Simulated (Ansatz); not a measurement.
Consider the following.

Li$_{3}$Hg:
```xyz
4
Lattice="0.0000 3.1572 3.1572 3.1572 0.0000 3.1572 3.1572 3.1572 0.0000" Properties=species:S:1:pos:R:3 pbc="T T T"
Li     1.5786     1.5786     1.5786
Li     4.7357     4.7357     4.7357
Hg     0.0000     0.0000     0.0000
Li     3.1572     3.1572     3.1572
```

This is the LDA-relaxed structure.

Question: All from plane-wave PAW LDA (Ansatz code), unless another level is named. Estimate the Poisson's ratio.

Answer: 0.34.

Question: Next, the highest zone-centre frequency?

Answer: 377 cm^-1.

Space group Fm-3m. The workflow started from an entry of the Crystallography Open Database (COD). Its standing as an ambient phase is unchecked. Symmetry was held in the LDA relaxation; of distortions, only those at the zone centre were tested. As this level gives no gap, phonon frequencies hold no LO–TO term and depend on the k-mesh and smearing (Fermi–Dirac, 0.1 eV here). Scalar-relativistic: spin–orbit coupling is off unless named, which matters more the heavier the elements.

Potentials: the later of the program's two PAW sets.
